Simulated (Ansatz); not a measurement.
Trial structure of Zn₅O, not yet relaxed:

```
CELL_PARAMETERS angstrom
5.02624 0.00000 0.00000
0.00000 5.02624 0.00000
0.00000 0.00000 3.90930
ATOMIC_POSITIONS crystal
Zn 0.28031 0.28031 0.50000
Zn 0.71969 0.71969 0.50000
Zn 0.28031 0.71969 0.50000
Zn 0.71969 0.28031 0.50000
Zn 0.00000 0.00000 0.50000
O 0.50000 0.50000 0.00000
```

Level of theory: DFT PBE, scalar-relativistic, plane waves, PAW (Ansatz). Settings: cutoff 420 eV, Γ-centred mesh 4×4×4 on the computed 6-atom cell, Gaussian smearing of 0.10 eV; no spin polarisation.

Formation energies are uncorrected and refer to the elements' standard structures at the same level (O₂ as a molecule).

Question: Estimate its pressure, forces and energy as it stands.

Answer: The pressure is 30.7 GPa (the mean over three directions, positive in compression), the largest force is 2.60 eV/Å, and the energy is +0.99 eV/atom against the elements. The shortest distance is 1.99 Å.

Question: Is it a good guess?

Answer: A rough one: relaxing gains about 0.90 eV/atom (the start's value is from the coarse mesh, so the gain is rough) in 24 ionic steps and ends at +0.09 eV/atom on the finer mesh. The symmetry stays P4/mmm (No. 123). The volume per atom grows by 6.6 %, from 16.5 to 17.5 Å³. The shortest distance goes from 1.99 Å (Zn–Zn) to 2.37 Å (Zn–O). The ratio c/a of the conventional cell changes by a factor of 0.61. Conventional cell: a = 6.058 Å, c = 2.868 Å. Zn on a site of symmetry m2m is surrounded by 2 O at 2.37 Å, 1 Zn at 2.40 Å, 2 Zn at 2.67 Å and 2 Zn at 2.87 Å; Zn on a site of symmetry 4/mmm has 4 Zn at 2.40 Å and 2 Zn at 2.87 Å; O is surrounded by 8 Zn at 2.37 Å and 2 O at 2.87 Å.

The last run used a 6×6×14 mesh (in the run's order of axes) for its 6-atom cell and Gaussian smearing of 0.10 eV. The relaxation can't lower the symmetry of the start, and the grade says only how near the guess is to its own end. Symmetry constrained the relaxation, so the result can be a saddle point. Another cell of Zn5O relaxed alike, in P-6m2, lies 0.38 eV/atom lower, so this cell isn't the stable form at this level.
